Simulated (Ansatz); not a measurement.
Values for one crystal, relaxed and computed with PBEsol (plane waves, PAW; program Ansatz); other levels are named.

Volume per atom: 10.76 Å³
Electronic character: metallic (no gap)
Bulk modulus (Birch–Murnaghan fit): 210 GPa
Pressure derivative B′: 4.6
Density of states at the Fermi level: 0.63 states/eV per atom (mean over ±0.08 eV)
Formation energy from the elements (no fitted shifts): -0.055 eV/atom

**Question.** Which of these materials gives this?
A) GaNi, CsCl type
B) AgPt, L1₀ or tetragonal B2
C) FeNi, L1₀ or tetragonal B2
D) TiAl, L1₀ or tetragonal B2

**Answer.** C, FeNi, L1₀ or tetragonal B2

Space group P4/mmm (L1₀ or tetragonal B2). The workflow started from a Materials Project entry (that database holds measured and hypothetical structures alike); the Crystallography Open Database files this formula in space group No. 123, but the cells were not matched. Its standing as an ambient phase is unchecked. The PBEsol relaxation kept the symmetry of its start; its stability against distortions is not shown here. Spin order of the final state: ferromagnetic, chosen from 5 collinear starts compared on coarse meshes (ties went to the first, and starts can fall back to one state), not a proven ground state. The references are the lowest solids computed at this level, not always the standard phases.

Potentials: the earlier of the program's two PAW sets. The files were generated under PBE; for other functionals the program regenerates the frozen cores, and for LDA and PBEsol the local potential too.
